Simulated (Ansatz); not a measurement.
TiOs:
```yaml
crystal:
  lattice:
    - [3.06169, 0.00000, 0.00000]
    - [0.00000, 3.06169, 0.00000]
    - [0.00000, 0.00000, 3.06169]
  atoms:
    - { symbol: Ti, position: [0.50000, 0.50000, 0.50000] }
    - { symbol: Os, position: [0.00000, 0.00000, 0.00000] }
```

Relaxed with PBEsol.

Question: Which orbitals make up the states near the Fermi level in plane-wave PAW PBEsol (Ansatz code)?

Answer: Within 0.5 eV of the Fermi level: Ti 3d 48 %, Os 5d 26 %, Ti 4s 6 %, outside the projected shells 17 %. Projections are on Löwdin-orthogonalised atomic valence shells; empty p or d shells of many metals are not among them.

Question: Tabulate the density of states.

Answer: States/eV per cell of 2 atoms, in 0.25 eV bins, energy from the Fermi level.

```csv
E (eV),total,Os 5d,Ti 3d,Os 6s
-7.85,0.12,0.00,0.00,0.04
-7.60,0.14,0.00,0.00,0.05
-7.35,0.17,0.00,0.00,0.06
-7.10,0.20,0.01,0.00,0.08
-6.85,0.24,0.01,0.01,0.09
-6.60,0.28,0.02,0.01,0.11
-6.35,0.34,0.03,0.02,0.14
-6.10,0.42,0.06,0.03,0.18
-5.85,0.58,0.11,0.05,0.24
-5.60,1.35,0.43,0.27,0.46
-5.35,1.45,0.59,0.32,0.39
-5.10,1.41,0.72,0.33,0.21
-4.85,1.57,0.91,0.36,0.13
-4.60,1.99,1.24,0.45,0.10
-4.35,2.63,1.73,0.56,0.07
-4.10,2.26,1.45,0.51,0.07
-3.85,1.70,1.05,0.42,0.06
-3.60,2.58,1.82,0.49,0.05
-3.35,2.74,2.05,0.57,0.04
-3.10,3.14,2.22,0.77,0.07
-2.85,2.30,1.58,0.61,0.05
-2.60,2.48,1.68,0.67,0.05
-2.35,2.45,1.65,0.62,0.08
-2.10,3.11,2.07,0.74,0.13
-1.85,3.07,1.97,0.81,0.09
-1.60,2.56,1.46,0.79,0.07
-1.35,1.95,0.85,0.74,0.06
-1.10,1.64,0.74,0.58,0.05
-0.85,1.56,0.96,0.36,0.04
-0.60,0.62,0.24,0.21,0.02
-0.35,0.46,0.14,0.18,0.02
-0.10,0.38,0.09,0.18,0.01
0.15,0.39,0.09,0.20,0.01
0.40,0.43,0.10,0.26,0.00
0.65,0.83,0.17,0.60,0.00
0.90,2.11,0.46,1.55,0.01
1.15,3.39,0.95,2.27,0.02
1.40,4.75,1.84,2.78,0.03
1.65,3.93,1.46,2.31,0.05
1.90,3.63,1.19,2.26,0.07
2.15,4.33,1.29,2.73,0.16
2.40,2.50,0.66,1.57,0.19
2.65,1.42,0.26,1.08,0.04
2.90,3.04,0.40,2.53,0.04
3.15,2.59,0.43,2.00,0.04
3.40,1.64,0.38,1.10,0.04
3.65,1.36,0.35,0.88,0.03
3.90,1.34,0.25,0.78,0.05
4.15,0.83,0.15,0.42,0.07
4.40,0.82,0.15,0.38,0.08
4.65,0.71,0.11,0.28,0.08
```

Space group Pm-3m (CsCl type). The workflow started from a Materials Project entry (that database holds measured and hypothetical structures alike); the Crystallography Open Database files this formula in space group No. 221, but the cells were not matched. Its standing as an ambient phase is unchecked. The PBEsol relaxation kept the symmetry of its start; of distortions, only those at the zone centre were tested. The run is not spin-polarised. Scalar-relativistic: spin–orbit coupling is off unless named, which matters more the heavier the elements.

Potentials: the later of the program's two PAW sets.
